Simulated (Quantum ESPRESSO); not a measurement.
Mg2In3PtW2, one run as intended and one with a planted mistake

A calculation, not a measurement. The program is pw.x of Quantum ESPRESSO 7.5 (plane-wave density functional theory). The cell is made up: eight metal atoms on a face-centred cubic lattice, with elements, volume, strain and displacements drawn at random and not relaxed, so it may be unstable or far from any real phase. PseudoDojo standard norm-conserving files set the functional (PBE unless stated); there is no spin polarisation or spin-orbit coupling, the Fermi-Dirac width of 0.25 eV means electrons at about 2900 K, and the masses in the input are unused placeholders. Heavy elements are run without spin-orbit coupling, which real alloys of them have. A spin test at this wide smearing found no moment, but such smearing suppresses magnetism that the real alloy may have.

Intended input:

```
&control calculation='scf', pseudo_dir='./dojo.nc.sr.pbe.v0_5.standard.upf', outdir='./o', disk_io='minimal', tprnfor=.true., tstress=.true. /
&system ibrav=0, nat=8, ntyp=4, nbnd=65, ecutwfc=84.00895049, nosym=.true., tot_charge=0,
 occupations='smearing', smearing='fd', degauss=0.0183746611
/
&electrons conv_thr=1.470e-08, electron_maxstep=70, mixing_beta=0.5 /
ATOMIC_SPECIES
In 1.0 In.upf
Mg 1.0 Mg.upf
Pt 1.0 Pt.upf
W 1.0 W.upf
CELL_PARAMETERS angstrom
2.0659 4.2046 2.0638
2.2026 -4.3564 2.2308
2.1734 0.091 -6.481
ATOMIC_POSITIONS angstrom
Mg -0.0296 0.0088 0.0453
In 2.2696 -2.2102 0.0528
In 2.1754 -0.0529 -2.1934
Pt 4.3273 -2.1695 -2.1607
W 2.1781 -0.0647 2.1691
In 2.1375 2.1057 -0.0955
W 4.322 -0.0336 0.0082
Mg 4.2464 2.1427 -2.2988
K_POINTS automatic
5 5 4 1 1 1
```

The log is shortened where brackets say so; the opening notice, blank lines, dates and the lines on written files are dropped, and the path of the files is cut. It prints rydbergs, bohrs and kilobars, and counts compression as positive stress. Its total energy is the free energy E - TS of the whole cell.

Log of the intended run:

```
     Program PWSCF v.7.5
     Parallel version (MPI & OpenMP), running on       4 processor cores
     Number of MPI processes:                 4
     Threads/MPI process:                     1
     [start-up lines left out]
     bravais-lattice index     =            0
     lattice parameter (alat)  =       9.6738  a.u.
     unit-cell volume          =    1068.0559 (a.u.)^3
     number of atoms/cell      =            8
     number of atomic types    =            4
     number of electrons       =       105.00
     number of Kohn-Sham states=           65
     kinetic-energy cutoff     =      84.0090  Ry
     charge density cutoff     =     336.0358  Ry
     scf convergence threshold =      1.5E-08
     mixing beta               =       0.5000
     number of iterations used =            8  plain     mixing
     Exchange-correlation= PBE
                           (   1   4   3   4   0   0   0)
     [axes and pseudopotential details left out]
   Cartesian axes
     site n.     atom                  positions (alat units)
         1        Mg     tau(   1) = (  -0.0057822   0.0017190   0.0088491  )
         2        In     tau(   2) = (   0.4433534  -0.4317499   0.0103142  )
         3        In     tau(   3) = (   0.4249519  -0.0103337  -0.4284681  )
         4        Pt     tau(   4) = (   0.8453133  -0.4237994  -0.4220804  )
         5        W      tau(   5) = (   0.4254794  -0.0126388   0.4237213  )
         6        In     tau(   6) = (   0.4175484   0.4113364  -0.0186554  )
         7        W      tau(   7) = (   0.8442779  -0.0065636   0.0016018  )
         8        Mg     tau(   8) = (   0.8295099   0.4185642  -0.4490574  )
     number of k points=    50  Fermi-Dirac smearing, width (Ry)=  0.0184
                       cart. coord. in units 2pi/alat
        k(    1) = (   0.2536839   0.0037853  -0.0136082), wk =   0.0400000
        k(    2) = (   0.4022295   0.0032768  -0.1612689), wk =   0.0400000
     [further k points left out]
     Dense  grid:   111151 G-vectors     FFT dimensions: (  60,  60,  75)
     Estimated max dynamical RAM per process >     373.12 MB
     Estimated total dynamical RAM >       1.38 GB
     Initial potential from superposition of free atoms
     starting charge     104.9855, renormalised to     105.0000
     Starting wfcs are   67 randomized atomic wfcs
     total cpu time spent up to now is        5.0 secs
     per-process dynamical memory:   284.0 Mb
     Self-consistent Calculation
     iteration #  1     ecut=    84.01 Ry     beta= 0.50
     Davidson diagonalization with overlap
     ethr =  1.00E-02,  avg # of iterations =  5.4
     Threshold (ethr) on eigenvalues was too large:
     Diagonalizing with lowered threshold
     Davidson diagonalization with overlap
     ethr =  6.51E-04,  avg # of iterations =  2.0
     total cpu time spent up to now is       29.2 secs
     total energy              =   -1200.34827200 Ry
     estimated scf accuracy    <       0.69988615 Ry
     iteration #  2     ecut=    84.01 Ry     beta= 0.50
     Davidson diagonalization with overlap
     ethr =  6.67E-04,  avg # of iterations =  3.2
     total cpu time spent up to now is       41.7 secs
     total energy              =   -1200.41324671 Ry
     estimated scf accuracy    <       2.84261865 Ry
     [iterations 3 to 10 left out]
     iteration # 11     ecut=    84.01 Ry     beta= 0.50
     Davidson diagonalization with overlap
     ethr =  4.90E-09,  avg # of iterations =  2.0
     total cpu time spent up to now is      143.9 secs
     total energy              =   -1200.69754611 Ry
     estimated scf accuracy    <       0.00000002 Ry
     iteration # 12     ecut=    84.01 Ry     beta= 0.50
     Davidson diagonalization with overlap
     ethr =  2.27E-11,  avg # of iterations =  4.1
     total cpu time spent up to now is      157.9 secs
     End of self-consistent calculation
     [lines on levels left out]
!    total energy              =   -1200.69754611 Ry
     estimated scf accuracy    <          9.6E-09 Ry
     smearing contrib. (-TS)   =      -0.10205212 Ry
     internal energy E=F+TS    =   -1200.59549399 Ry
     The total energy is F=E-TS. E is the sum of the following terms:
     one-electron contribution =    -394.16410352 Ry
     hartree contribution      =     248.29031623 Ry
     xc contribution           =    -265.60808702 Ry
     ewald contribution        =    -789.11361968 Ry
     convergence has been achieved in  12 iterations
     Forces acting on atoms (cartesian axes, Ry/au):
     atom    1 type  2   force =    -0.01819752   -0.00098901    0.02114399
     atom    2 type  1   force =    -0.01722886    0.01235528   -0.00239263
     atom    3 type  1   force =     0.04715504    0.00309822   -0.02772533
     atom    4 type  3   force =     0.00781795    0.00067909   -0.00658487
     atom    5 type  4   force =     0.03167221   -0.00579719   -0.04337857
     atom    6 type  1   force =    -0.01031792   -0.00524374    0.02756652
     atom    7 type  4   force =    -0.04572767    0.00047181    0.03000517
     atom    8 type  2   force =     0.00482676   -0.00457445    0.00136573
     Total force =     0.105788     Total SCF correction =     0.000213
     Computing stress (Cartesian axis) and pressure
          total   stress  (Ry/bohr**3)                   (kbar)     P=      -49.79
  -0.00043463   0.00008426   0.00014945          -63.94       12.40       21.98
   0.00008426  -0.00016624   0.00013151           12.40      -24.45       19.35
   0.00014945   0.00013151  -0.00041444           21.98       19.35      -60.97
     init_run     :      4.65s CPU      4.88s WALL (       1 calls)
     electrons    :    151.32s CPU    152.88s WALL (       1 calls)
     forces       :      1.90s CPU      1.92s WALL (       1 calls)
     stress       :      6.50s CPU      6.64s WALL (       1 calls)
     [timing details left out]
     PWSCF        :   2m44.54s CPU   2m46.51s WALL
     JOB DONE.
```

A second run has one planted mistake: the cell and the positions are scaled by a wrong factor. The input lines that differ:

```
- 2.0659 4.2046 2.0638
- 2.2026 -4.3564 2.2308
- 2.1734 0.091 -6.481
+ 2.0946 4.263 2.0925
+ 2.2332 -4.417 2.2618
+ 2.2036 0.0923 -6.5711
- Mg -0.0296 0.0088 0.0453
- In 2.2696 -2.2102 0.0528
- In 2.1754 -0.0529 -2.1934
- Pt 4.3273 -2.1695 -2.1607
- W 2.1781 -0.0647 2.1691
- In 2.1375 2.1057 -0.0955
- W 4.322 -0.0336 0.0082
- Mg 4.2464 2.1427 -2.2988
+ Mg -0.03 0.0089 0.0459
+ In 2.3011 -2.2409 0.0535
+ In 2.2056 -0.0536 -2.2239
+ Pt 4.3874 -2.1997 -2.1907
+ W 2.2084 -0.0656 2.1993
+ In 2.1672 2.135 -0.0968
+ W 4.3821 -0.0341 0.0083
+ Mg 4.3054 2.1725 -2.3308
```

Its log:

```
     Program PWSCF v.7.5
     Parallel version (MPI & OpenMP), running on       4 processor cores
     Number of MPI processes:                 4
     Threads/MPI process:                     1
     [start-up lines left out]
     bravais-lattice index     =            0
     lattice parameter (alat)  =       9.8082  a.u.
     unit-cell volume          =    1113.2104 (a.u.)^3
     number of atoms/cell      =            8
     number of atomic types    =            4
     number of electrons       =       105.00
     number of Kohn-Sham states=           65
     kinetic-energy cutoff     =      84.0090  Ry
     charge density cutoff     =     336.0358  Ry
     scf convergence threshold =      1.5E-08
     mixing beta               =       0.5000
     number of iterations used =            8  plain     mixing
     Exchange-correlation= PBE
                           (   1   4   3   4   0   0   0)
     [axes and pseudopotential details left out]
   Cartesian axes
     site n.     atom                  positions (alat units)
         1        Mg     tau(   1) = (  -0.0057800   0.0017147   0.0088434  )
         2        In     tau(   2) = (   0.4433474  -0.4317488   0.0103077  )
         3        In     tau(   3) = (   0.4249476  -0.0103270  -0.4284735  )
         4        Pt     tau(   4) = (   0.8453098  -0.4238109  -0.4220769  )
         5        W      tau(   5) = (   0.4254871  -0.0126390   0.4237338  )
         6        In     tau(   6) = (   0.4175492   0.4113453  -0.0186502  )
         7        W      tau(   7) = (   0.8442886  -0.0065700   0.0015991  )
         8        Mg     tau(   8) = (   0.8295110   0.4185703  -0.4490696  )
     number of k points=    50  Fermi-Dirac smearing, width (Ry)=  0.0184
                       cart. coord. in units 2pi/alat
        k(    1) = (   0.2536839   0.0037853  -0.0136079), wk =   0.0400000
        k(    2) = (   0.4022292   0.0032772  -0.1612672), wk =   0.0400000
     [further k points left out]
     Dense  grid:   115725 G-vectors     FFT dimensions: (  60,  60,  80)
     Estimated max dynamical RAM per process >     388.64 MB
     Estimated total dynamical RAM >       1.44 GB
     Initial potential from superposition of free atoms
     starting charge     104.9855, renormalised to     105.0000
     Starting wfcs are   67 randomized atomic wfcs
     total cpu time spent up to now is        5.4 secs
     per-process dynamical memory:   296.0 Mb
     Self-consistent Calculation
     iteration #  1     ecut=    84.01 Ry     beta= 0.50
     Davidson diagonalization with overlap
     ethr =  1.00E-02,  avg # of iterations =  5.2
     Threshold (ethr) on eigenvalues was too large:
     Diagonalizing with lowered threshold
     Davidson diagonalization with overlap
     ethr =  5.82E-04,  avg # of iterations =  2.2
     total cpu time spent up to now is       29.6 secs
     total energy              =   -1200.37038771 Ry
     estimated scf accuracy    <       0.62666969 Ry
     iteration #  2     ecut=    84.01 Ry     beta= 0.50
     Davidson diagonalization with overlap
     ethr =  5.97E-04,  avg # of iterations =  3.5
     total cpu time spent up to now is       42.7 secs
     total energy              =   -1200.40980474 Ry
     estimated scf accuracy    <       2.68873837 Ry
     [iterations 3 to 10 left out]
     iteration # 11     ecut=    84.01 Ry     beta= 0.50
     Davidson diagonalization with overlap
     ethr =  3.48E-09,  avg # of iterations =  2.0
     total cpu time spent up to now is      154.0 secs
     total energy              =   -1200.67711684 Ry
     estimated scf accuracy    <       0.00000003 Ry
     iteration # 12     ecut=    84.01 Ry     beta= 0.50
     Davidson diagonalization with overlap
     ethr =  3.23E-11,  avg # of iterations =  4.0
     total cpu time spent up to now is      168.5 secs
     End of self-consistent calculation
     [lines on levels left out]
!    total energy              =   -1200.67711685 Ry
     estimated scf accuracy    <          9.8E-09 Ry
     smearing contrib. (-TS)   =      -0.10659666 Ry
     internal energy E=F+TS    =   -1200.57052019 Ry
     The total energy is F=E-TS. E is the sum of the following terms:
     one-electron contribution =    -410.82608206 Ry
     hartree contribution      =     253.95573671 Ry
     xc contribution           =    -265.40379492 Ry
     ewald contribution        =    -778.29637991 Ry
     convergence has been achieved in  12 iterations
     Forces acting on atoms (cartesian axes, Ry/au):
     atom    1 type  2   force =    -0.01870781   -0.00054218    0.02107564
     atom    2 type  1   force =    -0.01422085    0.01055346   -0.00390902
     atom    3 type  1   force =     0.04450171    0.00264459   -0.02759040
     atom    4 type  3   force =     0.00554229    0.00007077   -0.00556013
     atom    5 type  4   force =     0.03240825   -0.00548420   -0.04198811
     atom    6 type  1   force =    -0.00991072   -0.00446243    0.02506638
     atom    7 type  4   force =    -0.04368645    0.00133145    0.03198171
     atom    8 type  2   force =     0.00407358   -0.00411144    0.00092394
     Total force =     0.102425     Total SCF correction =     0.000203
     Computing stress (Cartesian axis) and pressure
          total   stress  (Ry/bohr**3)                   (kbar)     P=      -82.10
  -0.00064547   0.00006734   0.00013538          -94.95        9.91       19.91
   0.00006734  -0.00040647   0.00010818            9.91      -59.79       15.91
   0.00013538   0.00010818  -0.00062232           19.91       15.91      -91.55
     init_run     :      5.10s CPU      5.30s WALL (       1 calls)
     electrons    :    160.07s CPU    163.10s WALL (       1 calls)
     forces       :      2.04s CPU      2.04s WALL (       1 calls)
     stress       :      6.95s CPU      6.99s WALL (       1 calls)
     [timing details left out]
     PWSCF        :   2m54.26s CPU   2m57.54s WALL
     JOB DONE.
```

```
                                            intended run  run with the mistake
                          free energy (eV)    -16336.322            -16336.044
         entropy term -TS, part of it (eV)        -1.388                -1.450
                            pressure (GPa)         -4.98                 -8.21
size of the largest force component (eV/Å)         1.212                 1.144
largest change of a force component (eV/Å)                               0.077
                                iterations            12                    12
```

For scale, a rerun of the intended cell at a higher cutoff and on a denser mesh moved values by no more than 0.004 eV in energy, 0.03 GPa in stress and 0.009 eV/Å in force, and a second program with other atomic files agreed on that cell to 2 % rms in force and 0.5 GPa in pressure.